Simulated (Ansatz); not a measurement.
CuI:
```xyz
8
Lattice="4.2588 0.0000 0.0000 0.0000 8.5178 0.0000 -4.2588 0.0000 6.0225" Properties=species:S:1:pos:R:3 pbc="T T T"
Cu     1.9734     5.3239     1.6151
Cu    -0.1560     3.1938     4.6264
Cu     1.9750     1.0646     1.6157
Cu    -0.1544     7.4532     4.6270
I      4.1030     5.3235     0.1096
I      1.9736     3.1943     3.1209
I      4.1042     1.0648     0.1099
I      1.9748     7.4530     3.1212
```

DFT-r²SCAN in the program Ansatz with PAW potentials gives a gap of 1.67 eV without spin–orbit coupling, maximum at Γ, minimum at Γ.

What happens when spin–orbit coupling is switched on?

The gap drops by 0.15 eV, to 1.52 eV; maximum on the Γ–A line, 1 % of the way from Γ, minimum at Γ.

How large is the spin–orbit splitting of the valence top at Γ?

The fourfold level lies 0.40 eV above the split-off pair.

Space group F-43m (zinc blende). Symmetry was held in the r²SCAN relaxation. No spin polarisation was allowed. Point labels and valley counts follow the cell and symmetry of the run, lower than the named group.

Potentials: the later of the program's two PAW sets.
